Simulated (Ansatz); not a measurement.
**Compressing FePt: a fit and a missing row**

FePt, P4/mmm, a = 2.732 Å, c = 3.727 Å. The structure is a COD entry; whether it is the stable form wasn't checked. Ansatz: r2SCAN, PAW, 500 eV, Γ-centred 16×16×12 mesh on 2 atoms, Gaussian smearing 0.10 eV; collinear spin, largest moment 3.3 μB. Shape and atoms are relaxed at each volume; pressure is positive in compression.

```
V (Å³/atom) P (GPa)
     13.071        ?
     13.488     7.06
     13.906    -0.01
     14.323    -5.91
     14.740   -10.87
```

Problem. Take V0 = 13.906 Å³/atom, count pressures from its P0 = -0.01 GPa, fit the third-order Birch–Murnaghan form to the other rows, and predict the missing pressure.

Solution. With the Eulerian strain f = ½[(V0/V)^(2/3) − 1] and y = (P − P0)/[3f(1 + 2f)^(5/2)], the form is the line y = B0 + 1.5 B0 (B0′ − 4) f. Rows (f, y): 0.01028, 217.9; -0.00975, 211.9; -0.01904, 209.5. Means f = -0.006170, y = 213.10; Σ(Δf)² = 0.0004491, ΣΔfΔy = 0.1296; the slope is their ratio. y = 214.9 + 288.6 f GPa, so B0 = 214.9 GPa and B0′ = 4 + 2 × (288.6)/(3 × 214.9) = 4.90. At V = 13.071, f = 0.02107, y = 220.98 and P = 15.48 GPa. The run gave 15.52 GPa, so the fit is 0.04 GPa too low, a small miss on the scale of the series. The form still works here, 33 % of the fitted range beyond its end.

The state reached may not be the lowest one. Only parallel moments were tried here. Spin–orbit coupling is left out, which can shift energies with elements as heavy as these.

Cost: 5 runs of about 17 core-minutes in all, on Intel Xeon Platinum 8259CL (Skylake/Cascade Lake) (shared hosts).